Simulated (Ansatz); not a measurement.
Theory: Ansatz 0.2.0, DFT PBE, scalar-relativistic, plane waves, PAW. Settings: cutoff 420 eV, Γ-centred meshes spaced at most about 0.3 Å⁻¹, and about 0.25 Å⁻¹ or finer for metals (2π included), Gaussian smearing. No spin polarisation in the final relaxations.

These are static total energies at zero pressure.

Two forms of InGaO were relaxed alike.

A.

```cif
data_structure
_symmetry_space_group_name_H-M 'P4/mmm'
_symmetry_Int_Tables_number 123
_cell_length_a 4.1202
_cell_length_b 4.1202
_cell_length_c 4.1440
_cell_angle_alpha 90.000
_cell_angle_beta 90.000
_cell_angle_gamma 90.000
_cell_volume 70.35
loop_
_atom_site_label
_atom_site_type_symbol
_atom_site_symmetry_multiplicity
_atom_site_Wyckoff_symbol
_atom_site_fract_x
_atom_site_fract_y
_atom_site_fract_z
_atom_site_occupancy
In1 In 1 b 0.00000 0.00000 0.50000 1
Ga1 Ga 1 d 0.50000 0.50000 0.50000 1
O1 O 1 a 0.00000 0.00000 0.00000 1
```

B.

```cif
data_structure
_symmetry_space_group_name_H-M 'P-6m2'
_symmetry_Int_Tables_number 187
_cell_length_a 3.4044
_cell_length_b 3.4044
_cell_length_c 5.9085
_cell_angle_alpha 90.000
_cell_angle_beta 90.000
_cell_angle_gamma 120.000
_cell_volume 59.30
loop_
_atom_site_label
_atom_site_type_symbol
_atom_site_symmetry_multiplicity
_atom_site_Wyckoff_symbol
_atom_site_fract_x
_atom_site_fract_y
_atom_site_fract_z
_atom_site_occupancy
In1 In 1 a 0.00000 0.00000 0.00000 1
Ga1 Ga 1 f 0.66667 0.33333 0.50000 1
O1 O 1 d 0.33333 0.66667 0.50000 1
```

Task: Which would you expect to be lower, and how large is the difference?

Result: B is lower, by 0.46 eV/atom. A has space group P4/mmm (No. 123), 23.4 Å³/atom and no gap on its mesh; B has space group P-6m2 (No. 187), 19.8 Å³/atom and no gap. Counting O atoms around Ga and In (those within 1.25 times the shortest such distance or 1.15 times the sum of covalent radii, 1.27 where that leaves under three; the shortest distance is added where it exceeds 1.18 times the sum of covalent radii), A has In 2, Ga 8 from 3.6 Å and B has In 6 from 3.5 Å, Ga 3. Both come from invented guesses. A third cell relaxed alike, in P6_3/mmc, lies 10 meV/atom below the lower of the two.

Weakly bound directions are ill-defined at this level, which has no dispersion term (P-6m2), and this can change margins and order among such cells. Cells relaxed within their symmetry can be saddle points.
